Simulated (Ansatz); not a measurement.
The calculation used Ansatz, DFT PBE, scalar-relativistic, plane waves, PAW. All cells share a 420 eV cutoff and Γ-centred k meshes spaced at most about 0.3 Å⁻¹ (about 0.25 or finer for metals, 2π included). No spin polarisation in the final relaxations.

Temperature and zero-point effects are left out.

Compare these two cells of Ta2P3Au, each relaxed at this level.

A.

```xyz
6
Lattice="4.1100 0.0000 0.0000 -2.0550 3.5594 0.0000 0.0000 0.0000 6.7028" Properties=species:S:1:pos:R:3 pbc="T T T"
Ta    2.0550    1.1865    2.0365
Ta    2.0550    1.1865    4.6663
P     0.0000    0.0000    3.3514
P     0.0000    2.3729    0.0000
P     0.0000    2.3729    3.3514
Au    0.0000    0.0000    0.0000
```

B.

```xyz
6
Lattice="5.2359 0.0000 0.0000 -2.6179 4.5344 0.0000 0.0000 0.0000 4.1686" Properties=species:S:1:pos:R:3 pbc="T T T"
Ta    0.0000    3.0229    0.0000
Ta    2.6179    1.5115    0.0000
P     2.6179    0.0000    2.0843
P     1.3090    2.2672    2.0843
P    -1.3090    2.2672    2.0843
Au    0.0000    0.0000    0.0000
```

Question: Which is lower in energy, and by how much?

Answer: B is lower, by 288 meV/atom. A has space group P-6m2 (No. 187), 16.3 Å³/atom and no gap on its mesh; B has space group P6/mmm (No. 191), 16.5 Å³/atom and no gap. Counting P atoms around Au and Ta (those within 1.25 times the shortest such distance or 1.15 times the sum of covalent radii, 1.27 where that leaves under three; a plus sign parts nearer from farther groups; the shortest distance is added where it exceeds 1.18 times the sum of covalent radii), A has Ta 6+3, Au 3 and B has Ta 6, Au 12 from 3.3 Å. A holds P–P nets (shortest 2.37 Å); in B the shortest P–P distance is 2.62 Å, near bonding range too. In A, Ta has 1 Ta at 2.63 Å, 6 P at 2.71 Å, 3 Au at 3.13 Å and 3 P at 3.13 Å; P on its first site has 3 P at 2.37 Å and 6 Ta at 2.71 Å; around Au lie 3 P at 2.37 Å and 6 Ta at 3.13 Å; 2 more sites not described. In B, Ta has 6 P at 2.57 Å, 3 Au at 3.02 Å and 3 Ta at 3.02 Å; around P lie 4 Ta at 2.57 Å, 4 P at 2.62 Å and 4 Au at 3.35 Å; Au has 6 Ta at 3.02 Å and 12 P at 3.35 Å. Both come from invented guesses. A third cell relaxed alike, in P-4m2, lies 0.34 eV/atom below the lower of the two.

These runs have no spin–orbit coupling, which can matter for Au and Ta. Cells relaxed within their symmetry can be saddle points.
